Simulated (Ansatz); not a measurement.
Cu3PdN (anti-perovskite, Pm-3m) at seven volumes, plane-wave PAW PBEsol (Ansatz code), scaled uniformly. One row is withheld.

```tsv
V (Å³/atom)	P (GPa)
10.144	23.01
10.478	13.94
10.813	?
11.147	0.00
11.482	-5.29
11.816	-9.68
12.150	-13.32
```

**Question.** Fit the shown pressures and predict the withheld one.

**Answer.** Third-order Birch–Murnaghan: P = (3/2)B₀(x^(7/2) − x^(5/2))[1 + (3/4)(B′ − 4)(x − 1)] with x = (V₀/V)^(2/3). Least squares on the six rows gives V₀ = 11.147 Å³/atom, B₀ = 192.3 GPa, B′ = 5.05. At V = 10.813, x = 1.0205 and P = 6.32 GPa. The run itself gave 6.34 GPa.

The first step of the workflow began from a Materials Project structure, measured or hypothetical; the Crystallography Open Database copy checked does not list it. Its standing as an ambient phase is unchecked. The cell was relaxed with PBEsol under the symmetry of its start; its stability against distortions is not shown here. The run is not spin-polarised.

Potentials: the later of the program's two PAW sets.
